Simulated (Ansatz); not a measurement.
Which start gave this state of MnS?

System: MnS, a measured crystal structure (space group Fm-3m, primitive cell doubled); the cell holds 4 atoms. Source: COD entry 9005930; the sample's temperature and pressure aren't taken into account, and it need not be the stable phase.

```
Mn S
1.0
     0.00000    5.22450    5.22450
     2.61225    0.00000    2.61225
     2.61225    2.61225    0.00000
Mn S
2 2
Direct
  0.00000 0.00000 0.00000
  0.50000 0.00000 0.00000
  0.25000 0.50000 0.50000
  0.75000 0.50000 0.50000
```

Site labels below count the atoms in this order, from 1.

Computed with DFT, PBE, PAW, plane waves, scalar-relativistic in Ansatz.

```
Plane-wave cutoff : 420 eV
k-point mesh      : 3×6×6 (Γ-centred)
Occupations       : Fermi–Dirac smearing, 0.05 eV
Valence electrons : 42
```

Moments by site are taken inside atomic spheres; the rest lies between them.

Gaps of semilocal functionals run low against measured ones.

Plain SCF: the run stops at the first self-consistent solution. By default the program goes on after convergence only on a hint of a lower state. With a search on, the program may also reshape the start on open shells.

One run gave this history:

| iteration | Harris–Foulkes energy + 9607 (eV) | largest residual (eV) | M (μB) | absolute moment (μB) |
| --- | --- | --- | --- | --- |
| 1 | 0.5760 | 7.67e+01 | 4.34 | 4.63 |
| 2 | -3.4489 | 3.37e+02 | 0.30 | 0.98 |
| 3 | 4.3540 | 2.65e+01 | 4.14 | 4.38 |
| 4 | 5.2523 | 1.96e+00 | 4.95 | 4.96 |
| 5 | 5.3545 | 4.31e-01 | 5.25 | 5.25 |
| 6 | 5.3366 | 9.81e-01 | 5.82 | 5.82 |
| 10 | 4.5624 | 2.09e+00 | 7.58 | 7.58 |
| 15 | 4.7459 | 2.60e+00 | 6.60 | 6.62 |
| 20 | 5.0536 | 1.95e+00 | 6.80 | 6.82 |
| 24 | 4.6539 | 1.90e+00 | 7.40 | 7.40 |
| 29 | 5.3635 | 5.06e-01 | 5.42 | 5.42 |
| 34 | 5.3542 | 5.19e-01 | 5.46 | 5.46 |
| 39 | 5.2852 | 5.91e-02 | 4.30 | 5.44 |
| 43 | 5.1784 | 9.74e-02 | 4.60 | 5.36 |
| 48 | 5.1432 | 1.13e-03 | 4.94 | 5.50 |
| 53 | 5.1415 | 8.19e-03 | 5.03 | 5.53 |
| 57 | 5.1431 | 8.87e-06 | 4.86 | 5.50 |
| 62 | 5.1431 | 6.73e-10 | 4.86 | 5.50 |

It ended magnetic with very unequal moments on like atoms, site moments Mn1 4.11, Mn2 0.30 μB, total 4.86 μB per cell, no gap on the k-mesh.

Problem. These set-ups ended in different states. Which one gave the run above?
A. parallel moments, default search for lower states [Mn1 4.50, Mn2 4.50 μB]
B. a moment on one site alone, plain SCF [Mn1 4.50 μB]
C. opposed moments +-, default search for lower states [Mn1 4.50, Mn2 -4.50 μB]

Solution. B. The others ended as follows, with energies against this run: “opposed moments +-, default search for lower states” antiferromagnetic, -512 meV/atom; “parallel moments, default search for lower states” ferromagnetic, -451 meV/atom.
